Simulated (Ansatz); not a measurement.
The relaxed structure here is a generated cell of P2W: the first start was made by placing the elements on the sites of a structure type, and the end was not matched to a known phase here, so it may be hypothetical.

One starting cell of P2W (a generated cell, P2W built in the AFLOW prototype AB2_oP6_58_a_g (C35, as in CaCl2)) was relaxed twice with Ansatz (plane waves, PAW, scalar-relativistic): with PBEsol at 420 eV and with PBE at 420 eV. The PBEsol result:

P2W is modelled in the tetragonal space group P4₂/mnm (No. 136), Pearson symbol tP6. Lattice parameters: a = b = 6.0179 Å, c = 3.0453 Å, α = β = γ = 90.00°. W on 2a is surrounded by 6 P at 2.371–2.438 Å and 2 W at 3.045 Å. P on 4g has 3 W at 2.371–2.438 Å. (Neighbours: up to the widest gap in distance over summed covalent radii, below 1.35, at either atom; cation-cation and far metal-metal contacts left out.)

```json
[
 {"quantity": "space group", "PBEsol": "P4₂/mnm", "PBE": "P4₂/mnm"},
 {"quantity": "volume (Å³/atom)", "PBEsol": "18.38", "PBE": "…"},
 {"quantity": "a (Å)", "PBEsol": "6.018", "PBE": "…"},
 {"quantity": "c (Å)", "PBEsol": "3.045", "PBE": "…"},
 {"quantity": "gap (eV, no spin-orbit coupling)", "PBEsol": "0.00", "PBE": "…"},
 {"quantity": "highest phonon at the sampled q (cm⁻¹)", "PBEsol": "495", "PBE": "…"},
 {"quantity": "softest mode (cm⁻¹)", "PBEsol": "no imaginary mode", "PBE": "…"}
]
```

Problem. Fill in the PBE column.

Solution. 
- volume (Å³/atom), PBE: 18.93
- a (Å), PBE: 6.065
- c (Å), PBE: 3.088
- gap (eV, no spin-orbit coupling), PBE: 0.00
- highest phonon at the sampled q (cm⁻¹), PBE: 475
- softest mode (cm⁻¹), PBE: no imaginary mode

Both levels end in the same structure; PBE's volume is 3.0 % larger. Neither column is exact.

No spin polarisation in the result.

The run could not lose the symmetry of its start, so the end can be a saddle point.

Ansatz is a program for electronic structure.
